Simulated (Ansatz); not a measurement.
MoS₂:
Space group R3m, hexagonal axes (No. 160); a = b = 3.176 Å, c = 18.672 Å, α = β = 90.00°, γ = 120.00°

```csv
atom,site,symmetry,x,y,z
Mo,3a,3m,0.0000,0.0000,0.0000
S,3a,3m,0.0000,0.0000,0.2502
S,3a,3m,0.0000,0.0000,0.4165
```
(The calculation used a cell of 3 atoms; values per cell refer to that cell.)

Relaxed with r²SCAN+D4.

Question: Tabulate the valence density and the electron localisation function along the shortest Mo–Mo contact (3.18 Å), plane-wave PAW r²SCAN+D4 (Ansatz code).

Answer: 

```csv
distance from Mo (Å),density (e/Å³),ELF
0.32,6.42,0.61
0.48,5.34,0.75
0.64,3.44,0.74
0.79,1.73,0.58
0.95,0.76,0.33
1.11,0.41,0.18
1.27,0.28,0.18
1.43,0.24,0.25
1.59,0.23,0.28
1.75,0.24,0.25
1.91,0.28,0.18
2.06,0.41,0.18
2.22,0.76,0.33
2.38,1.73,0.58
2.54,3.44,0.74
2.70,5.34,0.75
2.86,6.42,0.61
```

The density is the valence pseudo-density with augmentation charge, so density and ELF within about 1 Å of a nucleus are not all-electron values.

Symmetry was held in the r²SCAN+D4 relaxation; of distortions, only those at the zone centre were tested. The run is not spin-polarised.

Potentials: the later of the program's two PAW sets.
